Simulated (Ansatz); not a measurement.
# Calculated Bi-209 NMR of the central transition for Bi2Se3

Cell: a structure deposited in the COD, ions relaxed with PBE at fixed cell.

```yaml
crystal:
  lattice:
    - [2.07150, 1.19598, 9.54533]
    - [-2.07150, 1.19598, 9.54533]
    - [0.00000, -2.39196, 9.54533]
  atoms:
    - { symbol: Bi, position: [0.40061, 0.40061, 0.40061] }
    - { symbol: Bi, position: [0.59939, 0.59939, 0.59939] }
    - { symbol: Se, position: [0.00000, 0.00000, 0.00000] }
    - { symbol: Se, position: [0.21115, 0.21115, 0.21115] }
    - { symbol: Se, position: [0.78885, 0.78885, 0.78885] }
```

Sites (sets of like atoms) are named by element and the number of their first atom in this list.

The numbers come from a DFT calculation in Ansatz (PBE, plane waves and PAW, scalar-relativistic, 420 eV cutoff, Γ-centred 9×9×9 k-points, Fermi–Dirac smearing 0.02 eV).

Bi-209 has I = 9/2 and Q = -516.0 mb (Pyykkö 2018); at 21.1 T its Larmor frequency is ν₀ = 146.9 MHz (from the bare nuclear moment; shielding lowers the observed one by a per cent or two). Only the quadrupole interaction is simulated: positions count from each site's isotropic chemical shift, and J coupling is left out, as are shift anisotropy and dipolar coupling, which fast spinning averages.

Problem. Simulate the second-order pattern (fast magic-angle spinning, Gaussian broadening 0.03 kHz) of site Bi (6 Se at 2.86–3.07 Å).

Solution. The calculation gives C_Q = -8.35 MHz and η = 0.00, so ν_Q = 0.348 MHz and the centre of gravity lies at -4.49 ppm (-0.659 kHz).

(offset (kHz), height): (-1.719, 0), (-1.678, 0), (-1.638, 3), (-1.598, 4), (-1.557, 4), (-1.517, 4), (-1.477, 4), (-1.436, 5), (-1.396, 5), (-1.355, 5), (-1.315, 5), (-1.275, 5), (-1.234, 5), (-1.194, 5), (-1.154, 5), (-1.113, 6), (-1.073, 7), (-1.033, 70), (-0.992, 67), (-0.952, 46), (-0.911, 40), (-0.871, 35), (-0.831, 34), (-0.790, 32), (-0.750, 32), (-0.710, 31), (-0.669, 31), (-0.629, 31), (-0.588, 32), (-0.548, 33), (-0.508, 34), (-0.467, 36), (-0.427, 38), (-0.387, 42), (-0.346, 48), (-0.306, 60), (-0.265, 100), (-0.225, 66), (-0.185, 0), (-0.144, 0)

An axis of threefold or higher order runs through Bi, so V_zz lies along it and η is zero.

Spin–orbit coupling is left out, which shifts gradients on Bi by a few per cent in wide-gap crystals, and can shift them far more where the calculated gap is small or absent, as here. Newer work puts Q(²⁰⁹Bi) near −420 mb, which would lower these couplings by about a fifth. With a gap of 0.2 eV on this mesh, small gradients can still move by 0.1 × 10²¹ V/m² or more as the k-mesh gets denser.
